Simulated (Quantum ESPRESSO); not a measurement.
# Zr3TiO8: a curve over strain

A calculation, not a measurement. The program is pw.x of Quantum ESPRESSO 7.5 (plane-wave density functional theory). The cell is made up: 12 atoms on a fluorite lattice, with randomly drawn elements, strain and displacements, not relaxed. PseudoDojo standard norm-conserving files (v0.5 for PBE, v0.4.1 for LDA and PBEsol) set the functional; there is no spin polarisation, spin-orbit coupling or dispersion term, and the masses in the input are unused placeholders.

Seven runs add a strain to one cell (along z); the atoms follow the cell and are not relaxed. Stress in the table is positive in tension.

Input of the run at -0.0030:

```
&control calculation='scf', pseudo_dir='./dojo.nc.sr.pbe.v0_5.standard.upf', outdir='./o', disk_io='low', tprnfor=.true., tstress=.true. /
&system ibrav=0, nat=12, ntyp=3, nbnd=54, ecutwfc=84.00895049, nosym=.true., tot_charge=0,
 occupations='smearing', smearing='fd', degauss=0.0018374661
/
&electrons conv_thr=7.350e-09, electron_maxstep=60, /
ATOMIC_SPECIES
O 1.0 O.upf
Ti 1.0 Ti.upf
Zr 1.0 Zr.upf
CELL_PARAMETERS angstrom
5.0451 -0.0451 -0.0565
-0.0451 5.0223 -0.0293
-0.0567 -0.0294 4.9764
ATOMIC_POSITIONS angstrom
Zr 0.1593 -0.1299 -0.0244
Ti 0.0966 2.4469 2.5265
Zr 2.4531 0.0434 2.4057
Zr 2.3972 2.4694 -0.1341
O 1.2643 1.138 1.3861
O 1.2148 1.3329 3.7038
O 1.1843 3.7364 1.1991
O 1.155 3.9448 3.5793
O 3.7638 1.1767 1.1942
O 3.6473 1.2023 3.639
O 3.6585 3.54 1.1608
O 3.5866 3.7944 3.6997
K_POINTS automatic
4 4 5 1 1 1
```

| added strain | free energy less that of the input shown (eV) | stress xx (GPa) | stress yy (GPa) | stress zz (GPa) | stress xy (GPa) | pressure (GPa) | iterations |
| --- | --- | --- | --- | --- | --- | --- | --- |
| -0.0237 | 0.4273 | -13.44 | -18.07 | -32.48 | 0.82 | 21.33 | 17 |
| -0.0108 | 0.1370 | -11.29 | -15.91 | -24.54 | 0.85 | 17.25 | 18 |
| -0.0054 | 0.0395 | -10.46 | -15.07 | -21.36 | 0.86 | 15.63 | 18 |
| -0.0030 | 0.0000 | -10.10 | -14.70 | -19.96 | 0.87 | 14.92 | 18 |
| +0.0041 | -0.1008 | -9.06 | -13.66 | -15.90 | 0.89 | 12.87 | 19 |
| +0.0202 | -0.2472 | -6.92 | -11.48 | -7.17 | 0.92 | 8.52 | 22 |
| +0.0229 | -0.2613 | -6.58 | -11.14 | -5.76 | 0.92 | 7.83 | 21 |

A cubic fit gives a slope of stress zz against the added strain of 571 GPa at zero added strain, with the atoms clamped. Across the table the free energy follows the integral of the stress to within 1.7 meV. A rerun of one of the cells at 1467 eV and a 6 x 6 x 7 mesh moved values by no more than 0.002 eV in energy, 0.05 GPa in stress and 0.004 eV/Å in force.